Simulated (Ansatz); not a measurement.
The elements of this relaxed trial crystal are hidden behind letters.

```
lattice vectors (Å)
   3.6710    0.0000    0.0000
  -1.8355    3.1791    0.0000
   0.0000    0.0000    5.9951
fractional positions
X 0.0000 0.0000 0.0000
Z 0.6667 0.3333 0.5000
```

These are results of DFT PBE, scalar-relativistic, plane waves, PAW (Ansatz), not measurements. The final run on the 2-atom cell used 420 eV, a Γ-centred 18×18×10 mesh, 0.10 eV smearing and no spin polarisation.

```
Space group                                 : P-6m2 (No. 187)
Conventional cell                           : a = 3.671 Å, c = 5.995 Å
Volume per atom                             : 34.98 Å³
Density                                     : 4.93 g/cm³
Energy over the elements                    : +0.29 eV/atom
Gap on the 18×18×10 mesh of the 2-atom cell : 0 eV (a metal)
```

Energies are uncorrected and count from the elements' standard states at the same level.

Question: X is an s-block element of period 6 and Z is a p-block element of period 4. Which elements are they?

Answer: X = Cs, Z = As, so the formula is CsAs. Density times volume gives a mean mass of 4.93 × 34.98/1.6605 = 103.9 u per atom, and this set has 103.9 u. Among the elements that the hints allow, noble gases aside, only these give it. Cs has 6 Cs at 3.67 Å and 6 As at 3.67 Å; around As lie 6 As at 3.67 Å and 6 Cs at 3.67 Å.

Symmetry constrained the relaxation, so the result can be a saddle point.
